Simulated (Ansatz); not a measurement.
Input for Ansatz (plane-wave DFT, PAW):

```yaml
crystal:
  lattice:
    - [3.6815859349, 0.0, 0.0]
    - [-1.8407929674, 3.1883469458, 0.0]
    - [0.0, 0.0, 4.453476883]
  atoms:
    - { symbol: Pt, position: [0.0, 0.0, 0.0] }
    - { symbol: Se, position: [0.3333333333, 0.6666666667, 0.2804036204] }
    - { symbol: Se, position: [0.6666666667, 0.3333333333, 0.7195963796] }
basis:
  ecutwfc: 420
kpoints:
  mp_grid: { grid: [12, 12, 10] }
hamiltonian:
  xc: pbe
  dispersion: d3bj
scf:
  occupations: { method: gaussian, width: 0.1 }
output:
  forces: true
  stress: true
  eigenvalues: true
relax:
  adjacent_minimum: "off"
  f_tol: 0.01
  max_steps: 30
  cell: { stress_tol: 0.1, fix: [volume] }
```

Launched with
```bash
ansatz run input.yaml --threads 1 --pin off --max-ram 2560MiB --backend cpu --events-out ev --progress --plain --runs-dir out
```

Theory: Ansatz, DFT PBE+D3(BJ), scalar-relativistic, plane waves, PAW.

Part of what the program printed, abridged:

```
Pseudopotentials: kind: paw
Pseudopotential: Pt, paw, valence charge 18, recommended cutoff 420 eV (normal)
Pseudopotential: Se, paw, valence charge 16, recommended cutoff 420 eV (normal)
Functional definition: PBE
Crystal: 3 atoms, lattice volume = 52.276 Å³
Basis set: ecut = 420 eV, 1011 PW (Γ), exchange–correlation on 50×50×60 points (8 copies of the dense FFT grid, shifted against one another)
Bands: 30, of which v1, the nominal top of the filled ones, is band 25 counted from 1 (24 counted from 0)
Symmetry: 12 space group operations
Space group: P-3m1 (ITA 164), of the structure as read, at distance tolerance 3.7e-5 Å
k-points: 162 of 1440
Initial density: superposition of atomic densities (neutral atoms: chi_scale 0, normalization atom), corrected by the library's trained network
Initial wavefunctions: pseudopotential atomic-orbital guess
Functional: x = pbe(κ = 0.804, μ = 0.21951497), c = pbe(β = 0.06672455)
SCF iter   1: F=—  HF=-23463.485520 eV  |F-HF|=—  |Δ(HF+E_count)|=         —  Δρ=4.66e-3  dr2=1.00e-2  ethr=1.77e-3  ⟨swp⟩=5.2  Hψ=18536  notcnv=0
SCF iter   2: F=—  HF=-23463.485203 eV  |F-HF|=—  |Δ(HF+E_count)|=   3.17e-4  Δρ=1.78e-3  dr2=8.13e-4  ethr=2.00e-5  ⟨swp⟩=2.0  Hψ=6914  notcnv=0
SCF iter   3: F=—  HF=-23463.485254 eV  |F-HF|=—  |Δ(HF+E_count)|=   5.18e-5  Δρ=7.15e-4  dr2=1.46e-4  ethr=1.63e-6  ⟨swp⟩=2.6  Hψ=8221  notcnv=0
SCF iter   4: F=—  HF=-23463.485285 eV  |F-HF|=—  |Δ(HF+E_count)|=   3.08e-5  Δρ=1.41e-4  dr2=1.07e-5  ethr=2.93e-7  ⟨swp⟩=3.0  Hψ=8770  notcnv=0
SCF iter   5: F=—  HF=-23463.485294 eV  |F-HF|=—  |Δ(HF+E_count)|=   9.13e-6  Δρ=7.60e-5  dr2=2.54e-6  ethr=2.14e-8  ⟨swp⟩=2.0  Hψ=8128  notcnv=0
SCF iter   6: F=—  HF=-23463.485295 eV  |F-HF|=—  |Δ(HF+E_count)|=   3.18e-7  Δρ=1.60e-5  dr2=1.61e-7  ethr=5.07e-9  ⟨swp⟩=2.0  Hψ=6519  notcnv=0
SCF iter   7: F=-23463.485295 eV  HF=-23463.485295 eV  |F-HF|=1.83e-9  |Δ(HF+E_count)|=   1.79e-8  Δρ=3.86e-6  dr2=1.31e-8  ethr=2.00e-10  ⟨swp⟩=6.2  Hψ=19950  notcnv=0
SCF 1 converged in 7 iterations: F = -23463.485295 eV  dr2 = 1.31e-8
relax step   1: F+E_penalty+E_count = -23463.48529472 eV  Δ(F+E_penalty+E_count) = +0.000e0 eV  max|allowed force component| = 3.391e-1 eV/Å  Δτ_max = 0.0000 Å  P = +14.648 GPa  Ω = 52.276 Å³  fix = [volume]  reactions: volume +14.648 GPa (7 SCF iters, dr2 threshold 1.00e-7 eV, accepted)
Basis set: ecut = 420 eV, 1023 PW (Γ), exchange–correlation on 50×50×60 points (8 copies of the dense FFT grid, shifted against one another)
Initial density: handed on by an earlier stage of this run
Initial wavefunctions: those handed on with the density
SCF iter   1: F=—  HF=-23463.491671 eV  |F-HF|=—  |Δ(HF+E_count)|=         —  Δρ=3.50e-3  dr2=7.60e-3  ethr=1.31e-5  ⟨swp⟩=1.2  Hψ=23061  notcnv=0
SCF iter   2: F=—  HF=-23463.490430 eV  |F-HF|=—  |Δ(HF+E_count)|=   1.24e-3  Δρ=1.46e-3  dr2=9.00e-4  ethr=1.31e-5  ⟨swp⟩=2.1  Hψ=5653  notcnv=0
SCF iter   3: F=—  HF=-23463.490284 eV  |F-HF|=—  |Δ(HF+E_count)|=   1.46e-4  Δρ=6.54e-4  dr2=2.09e-4  ethr=1.80e-6  ⟨swp⟩=2.2  Hψ=7634  notcnv=0
SCF iter   4: F=—  HF=-23463.490263 eV  |F-HF|=—  |Δ(HF+E_count)|=   2.06e-5  Δρ=1.64e-4  dr2=1.27e-5  ethr=4.19e-7  ⟨swp⟩=2.0  Hψ=8259  notcnv=0
SCF iter   5: F=—  HF=-23463.490259 eV  |F-HF|=—  |Δ(HF+E_count)|=   4.57e-6  Δρ=9.72e-5  dr2=4.36e-6  ethr=2.54e-8  ⟨swp⟩=2.2  Hψ=8054  notcnv=0
SCF iter   6: F=-23463.490259 eV  HF=-23463.490259 eV  |F-HF|=7.55e-8  |Δ(HF+E_count)|=   4.98e-7  Δρ=2.00e-5  dr2=2.27e-7  ethr=6.00e-10  ⟨swp⟩=3.1  Hψ=20643  notcnv=0
SCF 2 converged in 6 iterations: F = -23463.490259 eV  dr2 = 2.27e-7
relax step   2: F+E_penalty+E_count = -23463.49025947 eV  Δ(F+E_penalty+E_count) = -4.965e-3 eV  max|allowed force component| = 2.507e-1 eV/Å  Δτ_max = 0.0345 Å  P = +11.961 GPa  Ω = 52.276 Å³  energy of the carried Pulay correction = -8.579e-18 eV  fix = [volume]  reactions: volume +11.961 GPa (6 SCF iters, dr2 threshold 3.00e-7 eV, accepted)
SCF iter   1: F=—  HF=-23463.494503 eV  |F-HF|=—  |Δ(HF+E_count)|=         —  Δρ=1.45e-3  dr2=1.38e-3  ethr=2.79e-6  ⟨swp⟩=2.0  Hψ=19823  notcnv=0
SCF iter   2: F=—  HF=-23463.494284 eV  |F-HF|=—  |Δ(HF+E_count)|=   2.19e-4  Δρ=6.27e-4  dr2=1.96e-4  ethr=2.76e-6  ⟨swp⟩=1.6  Hψ=5100  notcnv=0
SCF iter   3: F=—  HF=-23463.494268 eV  |F-HF|=—  |Δ(HF+E_count)|=   1.58e-5  Δρ=2.53e-4  dr2=3.66e-5  ethr=3.91e-7  ⟨swp⟩=2.9  Hψ=8147  notcnv=0
SCF iter   4: F=—  HF=-23463.494263 eV  |F-HF|=—  |Δ(HF+E_count)|=   4.39e-6  Δρ=6.38e-5  dr2=2.32e-6  ethr=7.33e-8  ⟨swp⟩=2.5  Hψ=7823  notcnv=0
SCF iter   5: F=—  HF=-23463.494263 eV  |F-HF|=—  |Δ(HF+E_count)|=   3.87e-7  Δρ=3.51e-5  dr2=7.70e-7  ethr=6.00e-10  ⟨swp⟩=5.3  Hψ=21717  notcnv=0
SCF iter   6: F=-23463.494263 eV  HF=-23463.494263 eV  |F-HF|=6.69e-10  |Δ(HF+E_count)|=   3.80e-8  Δρ=9.28e-6  dr2=7.29e-8  ethr=6.00e-10  ⟨swp⟩=5.0  Hψ=20174  notcnv=0
SCF 3 converged in 6 iterations: F = -23463.494263 eV  dr2 = 7.29e-8
relax step   3: F+E_penalty+E_count = -23463.49426299 eV  Δ(F+E_penalty+E_count) = -4.004e-3 eV  max|allowed force component| = 5.750e-3 eV/Å  Δτ_max = 0.0152 Å  P = +12.906 GPa  Ω = 52.276 Å³  fix = [volume]  reactions: volume +12.906 GPa (6 SCF iters, dr2 threshold 3.00e-7 eV, accepted)
Initial wavefunctions: pseudopotential atomic-orbital guess (no wavefunctions were taken with the density)
SCF iter   1: F=—  HF=-23463.493973 eV  |F-HF|=—  |Δ(HF+E_count)|=         —  Δρ=2.80e-4  dr2=9.31e-7  ethr=7.45e-8  ⟨swp⟩=3.0  Hψ=30217  notcnv=0
SCF iter   2: F=—  HF=-23463.494197 eV  |F-HF|=—  |Δ(HF+E_count)|=   2.24e-4  Δρ=1.42e-4  dr2=2.67e-7  ethr=1.86e-9  ⟨swp⟩=1.5  Hψ=5155  notcnv=0
SCF iter   3: F=—  HF=-23463.494269 eV  |F-HF|=—  |Δ(HF+E_count)|=   7.11e-5  Δρ=3.04e-6  dr2=1.07e-8  ethr=5.35e-10  ⟨swp⟩=1.0  Hψ=4863  notcnv=0
SCF iter   4: F=—  HF=-23463.494269 eV  |F-HF|=—  |Δ(HF+E_count)|=  2.18e-10  Δρ=1.62e-6  dr2=2.89e-9  ethr=2.14e-11  ⟨swp⟩=2.5  Hψ=7586  notcnv=0
SCF iter   5: F=—  HF=-23463.494269 eV  |F-HF|=—  |Δ(HF+E_count)|=  6.04e-10  Δρ=5.68e-7  dr2=2.50e-10  ethr=5.79e-12  ⟨swp⟩=2.0  Hψ=8219  notcnv=0
SCF iter   6: F=-23463.494269 eV  HF=-23463.494269 eV  |F-HF|=3.64e-12  |Δ(HF+E_count)|=  7.28e-12  Δρ=2.68e-7  dr2=3.86e-11  ethr=1.00e-12  ⟨swp⟩=4.0  Hψ=17007  notcnv=0
SCF 4 converged in 6 iterations: F = -23463.494269 eV  dr2 = 3.86e-11
SCF converged after 6 iterations
Free energy (F): -23463.494269 eV
Harris-Foulkes:  -23463.494269 eV  (|F-HF|=3.64e-12)
Internal energy: -23463.490746 eV  (E = F + TS)
E sigma→0 (E₀):  -23463.492507 eV
Entropy (-TS):   -0.003522 eV (-1.174 meV/atom)
Fermi energy:    16.328518 eV
--- Per-component energies (eV) ---
  E_band       = -818.507900
  E_kinetic    = 881.462962
  E_local      = -5858.480359  (includes V_loc(G=0)·N_el)
  E_nonlocal   = -989.575334
  E_hartree    = 2753.198505
  E_xc         = -473.715622
  E_vxc        = -504.086426  (∫ρ·V_xc dr)
  E_paw        = -13278.498398  (= ΣΔE_a)
  E_vpaw       = 145.775146  (= ΣTr[D̂ρ^β])
  E_aug_tail   = -0.000983  (compensation charges beyond the density's cutoff)
  E_ewald      = -6496.204133
  E_disp       = -1.677384  (pairwise vdW)
  E_smearing   = -0.003522  (= −TS)
--- Forces (eV/Å), atoms counted from 1 ---
  atom   1  Pt     0.00000000     0.00000000     0.00000000
  atom   2  Se     0.00000000     0.00000000    -0.00573024
  atom   3  Se     0.00000000     0.00000000     0.00573024
--- Stress (GPa, compression-positive) ---
       12.885305       0.000000       0.000000
        0.000000      12.885305       0.000000
        0.000000       0.000000      12.945916
  P = ⅓ Tr σ = 12.9055 GPa (129.055 kbar)
--- Band table (eV; the first three rows and the last of 162) ---
  k-point 0: bands = ["-83.1909", "-37.4650", "-37.4650", "-37.3706", "-32.4694", "-32.4694", "-32.4614", "-32.4614", "-32.4565", "-32.4565", "-32.4528", "-32.4480", "-32.4468", "-32.4468", "-0.4153", "3.9689", "8.4688", "9.5044", "9.5044", "12.2345", "12.2345", "13.7062", "15.2420", "15.2420", "16.8715", "16.8715", "17.2632", "19.3609", "21.0681", "23.5349"]
  k-point 1: bands = ["-83.1909", "-37.4650", "-37.4650", "-37.3707", "-32.4691", "-32.4691", "-32.4617", "-32.4617", "-32.4563", "-32.4563", "-32.4528", "-32.4479", "-32.4472", "-32.4472", "-0.3491", "3.7425", "8.7255", "9.5240", "9.5240", "12.2175", "12.2175", "13.7031", "15.0562", "15.0562", "16.9924", "17.1134", "17.1134", "19.3775", "21.4571", "23.5179"]
  k-point 2: bands = ["-83.1909", "-37.4650", "-37.4650", "-37.3708", "-32.4683", "-32.4683", "-32.4622", "-32.4622", "-32.4557", "-32.4557", "-32.4530", "-32.4481", "-32.4481", "-32.4478", "-0.1519", "3.1902", "9.3652", "9.5766", "9.5766", "12.1771", "12.1771", "13.6882", "14.6811", "14.6811", "16.2824", "17.6550", "17.6550", "19.7074", "22.2198", "23.4346"]
  k-point 161: bands = ["-83.1907", "-37.4731", "-37.4731", "-37.3703", "-32.4657", "-32.4631", "-32.4631", "-32.4603", "-32.4579", "-32.4548", "-32.4548", "-32.4508", "-32.4492", "-32.4492", "2.2332", "2.2332", "8.9748", "8.9748", "10.1944", "10.7939", "11.8900", "11.8900", "12.6657", "13.6028", "13.6028", "19.4850", "19.4850", "23.6099", "23.7100", "24.4815"]
--- Relaxed structure (3 steps of the walk, 3 accepted, 1 SCFs on fresh bases) ---
  F+E_penalty+E_count = -23463.49426853 eV   max|allowed force component| = 5.730e-3 eV/Å   (the final SCF, on the basis selected at the relaxed cell)
  cell:  # Å, volume = 52.2757 Å³
    - [3.70093024, 0.0, 0.0]
    - [-1.85046512, 3.20509960, 0.0]
    - [0.0, 0.0, 4.40704299]
  atoms:
    - { symbol: Pt, position: [0.0, 0.0, 0.0] }
    - { symbol: Se, position: [0.33333333, 0.66666666, 0.28473436] }
    - { symbol: Se, position: [0.66666666, 0.33333333, 0.71526563] }
```

The relaxation met its thresholds.

The run took 43 s on 1 thread of Arm Neoverse V2, on a shared host, peak memory 0.47 GiB.

Spin–orbit coupling is left out, which can shift energies with elements as heavy as these.